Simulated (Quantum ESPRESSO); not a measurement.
# Strain and stress in Ge7

These are calculations, not measurements. They come from pw.x of Quantum ESPRESSO 7.5, a plane-wave density functional program, with PseudoDojo standard norm-conserving files (v0.5 for PBE, v0.4.1 for LDA and PBEsol). The cells are made up: elements, strain and atom displacements were drawn at random, and nothing was relaxed. There is no spin polarisation, spin-orbit coupling or dispersion term.

The cell has 8 sites of a zincblende or diamond lattice. Sites 1 to 4 hold Ge Ge Ge empty; sites 5 to 8 hold Ge Ge Ge Ge. Cell vectors in Å: (5.668, 0.011, 0.016); (0.011, 5.577, 0.075); (0.016, 0.075, 5.518). Settings: PBE, cutoff 1061 eV, 6 x 6 x 6 k mesh shifted by half a step, Fermi-Dirac smearing of 0.1 eV.

Each run adds a strain along z to one cell, with the atoms carried along; the vectors above are those of run 4. Stress is positive in tension and P is minus a third of its trace. E is the free energy for each atom above the lowest run shown.

```
run  strain (%)  s_xx (GPa)  s_yy (GPa)  s_zz (GPa)  s_xy (GPa)  P (GPa)  E (meV/atom)
  1       -1.77       -3.02       -4.22       -4.90       -0.87     4.05         20.61
  2       -0.61       -2.43       -3.58       -3.91       -0.82     3.31         12.65
  3       -0.27       -2.26       -3.40       -3.63       -0.81     3.10         10.65
  4        0.22       -2.03       -3.15       -3.22       -0.79     2.80          8.03
  5        0.88       -1.74       -2.83       -2.69       -0.76     2.42          4.98
  7        2.40       -1.10       -2.14       -1.49       -0.70     1.58          0.00
  6        1.11           ?           ?           ?           ?        ?             ?
```

A rerun of one of these cells at 1347 eV and k mesh 8 x 8 x 8 moved values by no more than 0.007 eV in the cell's energy, 0.02 GPa in stress and 0.005 eV/Å in force.

## Worked fit

A parabola through the six runs shown gives s_zz = -3.40 + 0.82 e - 0.011 e² GPa, with e in per cent and a scatter of 0.01 GPa. The slope is a stiffness of 82 ± 1 GPa for each unit of this strain at e = 0. The atoms are clamped, and relaxing them would in general lower it. The error is the larger of the fit's own and the change that a cubic makes, rounded up.

## Withheld run

Question: what s_zz should run 6 give?

The fit gives -2.50 GPa. The calculation gave -2.50 GPa.

| run | strain (%) | s_xx (GPa) | s_yy (GPa) | s_zz (GPa) | s_xy (GPa) | P (GPa) | E (meV/atom) |
| --- | --- | --- | --- | --- | --- | --- | --- |
| 6 | 1.11 | -1.63 | -2.72 | -2.50 | -0.75 | 2.29 | 4.03 |